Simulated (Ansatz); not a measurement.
C (Fd-3m), clamped-ion strain scan

Method: DFT r2SCAN, scalar-relativistic, plane waves, PAW in Ansatz. Cutoff 500 eV, Γ-centred 12×12×12 k-points, Gaussian smearing of 0.05 eV. No spin polarisation. Energies are free energies at this smearing, counted from the undisturbed cell; pressure is positive in compression.

The undisturbed cell (relaxed at this level):

```yaml
crystal:
  lattice:
    - [0.00000, 1.78014, 1.78014]
    - [1.78014, 0.00000, 1.78014]
    - [1.78014, 1.78014, 0.00000]
  atoms:
    - { symbol: C, position: [0.50000, 0.50000, 0.50000] }
    - { symbol: C, position: [0.75000, 0.75000, 0.75000] }
```

The cell is strained by ε times the Voigt pattern (0, 0, 0, 1, 0, 0) (xx, yy, zz, yz, xz, xy; engineering shear) with fractional coordinates fixed.

| ε | ΔE (meV/atom) |
| --- | --- |
| -0.0200 | 4.1 |
| -0.0100 | 1.0 |
| 0.0000 | 0.0 |
| 0.0025 | 0.1 |
| 0.0050 | 0.3 |
| 0.0075 | 0.6 |
| 0.0125 | 1.6 |
| 0.0150 | 2.3 |
| 0.0175 | 3.2 |

(1) Predict the gap on the mesh (eV) at each point.

Results:

(1)
```
      ε  gap on the mesh (eV)
-0.0200                  4.35
-0.0100                  4.38
 0.0000                  4.39
 0.0025                  4.38
 0.0050                  4.38
 0.0075                  4.38
 0.0125                  4.37
 0.0150                  4.37
 0.0175                  4.36
```

Cost: 9 runs of about 0.31 core-minutes in all, on Intel Xeon 6975P-C (Granite Rapids) (shared hosts).